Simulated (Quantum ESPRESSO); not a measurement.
# Different elements on one site among Al Cu Ta Ti

These are calculations, not measurements. They come from Quantum ESPRESSO 7.5, a public plane-wave density functional program. Each row is one single-point run on a made-up periodic cell of eight metal atoms, with elements, volume, strain and displacements drawn at random and not relaxed, so a cell may be unstable or far from any real phase. There is no spin polarisation or spin-orbit coupling.

Settings: PBE unless stated; PseudoDojo standard norm-conserving files; Fermi-Dirac width 0.25 eV, which means electrons at about 2900 K; cutoff 1252 eV; 5 x 5 x 5 k mesh shifted half a step off Gamma. E is the free energy of the whole cell (internal energy minus TS), so a -TS column is already part of it. Stress is positive in tension, and the pressure P is minus a third of its trace.

Checks: one run of this series was repeated at a higher cutoff and on a denser mesh, which moved values by no more than 0.003 eV, 0.02 GPa and 0.003 eV/Å, and a second program with other atomic files agreed on it to 2 % rms in force and 0.5 GPa in pressure. Known limits: the copper pseudopotential is less sure than most, with forces differing by about three percent and pressure by about two GPa from a second method on plain copper; heavy elements are run without spin-orbit coupling, which real alloys of them have; a spin test at this wide smearing found no moment, but such smearing suppresses magnetism that the real alloy may have.

The lattice is hexagonal close-packed, and the cell vectors in Å are (0.028, 5.049, -0.005); (2.792, 0.012, 4.539); (2.823, 0.021, -4.558), a volume of 128.95 Å³. The elements on sites 1 to 8 are Cu Ti Ta Ti Ti Al Ta X. The runs change X and keep the cell and the displaced positions. The column v is a rough volume for each atom of the pure element, close to PBE values, from general knowledge and not from these runs. Energies are left out, as each element's file has its own zero.

```
run   X  v (Å³)  -TS (eV)  force on X (eV/Å)  rms force (eV/Å)  P (GPa)
  1  Ag    17.8    -1.648              1.231             0.525     7.58
  2  Mo    15.8    -1.815              0.779             0.510     6.20
  3  Pt    15.6         ?                  ?                 ?        ?
  4  Ta    18.3    -1.824              1.072             0.540    10.24
  5  Cu    12.0    -1.672              0.577             0.458     1.64
```

## Worked fit

A straight line through the runs shown gives P = -13.1 + 1.223 v GPa with v in Å³, an error of 0.207 on the slope and a scatter of 1.03 GPa. At this fixed volume the pressure tends to rise with the size of X.

## Withheld run

Question: what pressure should run 3, with Pt, give?

The fit gives 5.98 ± 1.15 GPa. The calculation gave 4.46 GPa.
